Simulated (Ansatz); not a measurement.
14N nuclear quadrupole resonance in Cs2RuC2NCl3O5

Cell: a refined structure from the COD, its atoms then relaxed with PBE in this cell.

Space group P-1 (No. 2); a = 6.8497, b = 7.2981, c = 12.7495 Å, α = 87.54°, β = 80.05°, γ = 67.76°.

```
site  Wyckoff  site symmetry       x       y       z
 Cs1       2i              1  0.3112  0.8542  0.0892
 Cs3       2i              1  0.5684  0.6729  0.6425
  Ru       2i              1  0.1946  0.3065  0.7052
  C7       2i              1  0.8788  0.5816  0.8601
  C9       2i              1  0.0966  0.5857  0.8752
   N       2i              1  0.1198  0.1694  0.6239
Cl13       2i              1  0.2595  0.0449  0.8287
Cl15       2i              1  0.5622  0.1800  0.6274
Cl17       2i              1  0.1240  0.5943  0.5987
 O19       2i              1  0.0637  0.0685  0.5794
 O21       2i              1  0.8919  0.4476  0.7918
 O23       2i              1  0.2624  0.4623  0.8123
 O25       2i              1  0.1060  0.6972  0.9414
 O27       2i              1  0.7086  0.6971  0.9093
```

One atom of each set is listed.

Level of theory: DFT, PBE, plane waves and PAW, scalar-relativistic, 420 eV cutoff, Γ-centred 6×5×3 k-points, Fermi–Dirac smearing 0.05 eV (Ansatz 0.2.0).

14N: I = 1, Q = 20.44 mb (year-2017 value). Static lattice, zero field.

(1) At which frequencies do the 14N NQR lines lie?

Results:

(1) For I = 1 the lines are ν± = (3/4)|C_Q|(1 ± η/3) and ν₀ = |C_Q|η/2.

| site | atoms | V_zz (10²¹ V/m²) | C_Q (MHz) | η | line frequencies (MHz) |
| --- | --- | --- | --- | --- | --- |
| N | 2 | -1.96 | -0.967 | 0.16 | 0.0779, 0.687, 0.765 |

At N V_zz points along the shorter of its two bonds, to O (within 6°).

Without spin–orbit coupling (the program notes it for Ru) the gradients are little affected as a rule: paired runs on crystals with a gap mostly move them by under 2 % at such atoms.
